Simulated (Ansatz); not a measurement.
A distorted cell of NiO (rock salt):

```xyz
2
Lattice="0.0000 2.0953 2.0953 2.0953 0.0000 2.0953 2.0953 2.0953 0.0000" Properties=species:S:1:pos:R:3 pbc="T T T"
O      0.3100    -0.1550     0.0000
Ni     2.0953     2.0953     2.0953
```

Calculation: r2SCAN (plane waves to 500 eV, PAW, scalar-relativistic; Ansatz, a first-principles code). k mesh 11×11×11 (Γ-centred), Fermi-Dirac smearing 0.05 eV. E stands for the smeared free energy. Stress and pressure are positive under compression. NiO is run spin-polarised and with no Hubbard U; the real compound is an antiferromagnetic insulator, a state that this run doesn't describe. NiO was relaxed with its symmetry unable to fall. Relaxed NiO ends ferromagnetic. The PAW data are Ansatz's earlier set. Other magnetic orders were not checked, so this need not be the ground state.

Predict the force on every atom, in eV/Å.


```json
[
 {"atom": "O1", "Fx": "-2.902", "Fy": "0.474", "Fz": "0.000"},
 {"atom": "Ni2", "Fx": "2.902", "Fy": "-0.474", "Fz": "0.000"}
]
```

What is the stress tensor (GPa)?


```
   39.4      3.3      0.0
    3.3      5.5      0.0
    0.0      0.0     -4.5
```
The pressure, a third of the trace, is 13.5 GPa.

In it atom 1 sits (0.310, -0.155, 0.000) Å away from its relaxed site. What is its energy relative to the relaxed cell?

358 meV/cell.

(A displaced cell: forces are minus the slopes of the energy, force constants its curvatures, and phonons follow from these.)
